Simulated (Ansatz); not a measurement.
SiC4 in space group Pn-3m (No. 224; Si on 2a, C on 8e) under volume change, r²SCAN (plane waves, PAW; program Ansatz), shape and atoms relaxed at each volume.

```json
[
 {"V (Å³/atom)": "15.962", "E − E(relaxed) (meV/atom)": "56.0", "P (GPa)": "12.27"},
 {"V (Å³/atom)": "16.488", "E − E(relaxed) (meV/atom)": "23.6", "P (GPa)": "7.57"},
 {"V (Å³/atom)": "17.014", "E − E(relaxed) (meV/atom)": "5.6", "P (GPa)": "3.51"},
 {"V (Å³/atom)": "17.540", "E − E(relaxed) (meV/atom)": "0.0", "P (GPa)": "0.01"},
 {"V (Å³/atom)": "18.066", "E − E(relaxed) (meV/atom)": "5.0", "P (GPa)": "-3.00"},
 {"V (Å³/atom)": "18.593", "E − E(relaxed) (meV/atom)": "19.2", "P (GPa)": "-5.58"},
 {"V (Å³/atom)": "19.119", "E − E(relaxed) (meV/atom)": "41.3", "P (GPa)": "-7.79"}
]
```

Task: What does a third-order Birch–Murnaghan fit give for V₀, B₀ and B′?

Result: V₀ = 17.54 Å³/atom, B₀ = 108 GPa, B′ = 4.0.

The start of the workflow was typed in or built on a structure type; neither database checked (COD, Materials Project) lists it. Whether it is the stable phase at ambient conditions was not checked. Symmetry was held in the r²SCAN relaxation; its stability against distortions is not shown here. Its formation energy is positive at this level, so the cell may be metastable or incomplete.

Potentials: the earlier of the program's two PAW sets.
